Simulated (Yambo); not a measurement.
BSE-type run in Yambo on RbH (rock salt, space group Fm-3m, No. 225), at zero momentum.

Quantum ESPRESSO step (PBEsol, PseudoDojo standard norm-conserving files, fully relativistic):
```
&CONTROL
  calculation = 'nscf'
  pseudo_dir = './pseudo'
  outdir = './out'
/
&SYSTEM
  ibrav = 0
  nat = 2
  ntyp = 2
  ecutwfc = 72.0
  ecutrho = 288.0
  occupations = 'fixed'
  force_symmorphic = .true.
  nbnd = 54
  noncolin = .true.
  lspinorb = .true.
/
&ELECTRONS
  conv_thr = 2e-09
  diago_full_acc = .true.
  diago_thr_init = 1e-08
/
ATOMIC_SPECIES
H 1.0080 H.upf
Rb 85.4678 Rb.upf
CELL_PARAMETERS angstrom
  0.000000000000   3.004080000000   3.004080000000
  3.004080000000   0.000000000000   3.004080000000
  3.004080000000   3.004080000000   0.000000000000
ATOMIC_POSITIONS crystal
H   0.000000000000   0.000000000000   0.000000000000
Rb   0.500000000000   0.500000000000   0.500000000000
K_POINTS automatic
6 6 6 0 0 0
```

Yambo input:
```
rim_cut
optics
bse
bss
dipoles
em1s
RandQpts= 1000000
RandGvec= 1 Ry
FFTGvecs= 40 Ry
Chimod= "HARTREE"
BSKmod= "SEX"
BSEmod= "resonant"
BSSmod= "hs"
BSENGexx= 15 Ry
BSENGBlk= 4 Ry
% BSEQptR
 1 | 1 |
%
% BSEBands
 9 | 22 |
%
% BEnRange
 0.0 | 11.7 | eV
%
% BDmRange
 0.15 | 0.15 | eV
%
BEnSteps= 234
% BLongDir
 1.0 | 0.0 | 0.0 |
%
BSHayTrs= -0.02
BSSNEig= 48
WRbsWF
% BndsRnXs
 1 | 48 |
%
NGsBlkXs= 4 Ry
% LongDrXs
 1.0 | 1.0 | 1.0 |
%
```

From the report:

The dimension is k points × valence × conduction bands = 216 × 2 × 12 = 5184.
```
  [SLEPC] Approach                          : Krylov-Schur
  [SLEPC] Number of requested eigenvalues   :   48
  [SLEPC] Number of eigenvalues        [NEV]:   48
   [K] Dimension                                    :   5184
   [K] Bands                                        :   9  22
   [K] Exchange res                                 : yes
   [K] Correlation res                              : yes
   [K] W interaction is bare                        : no
   [K] RL vectors exchange                          :   387
   [K] RL vectors correlation                       :   65
   [W] Matrix size                                  :   65
   [W] Bands                                        :    1   48
   [W] Coulomb Cutoff                               : none
   [W] Hxc Kernel                                   : HARTREE
```
Lowest eigenvalues (eV; in brackets the number of states within 2 meV): 1.80 (5), 1.81 (3), 1.81 (1), 1.99 (3), 2.07 (3), 2.08 (1). They depend on the mesh, which isn't converged; without a scissor they sit on the DFT energy scale.

Geometry of the Materials Project entry, not relaxed at this level.
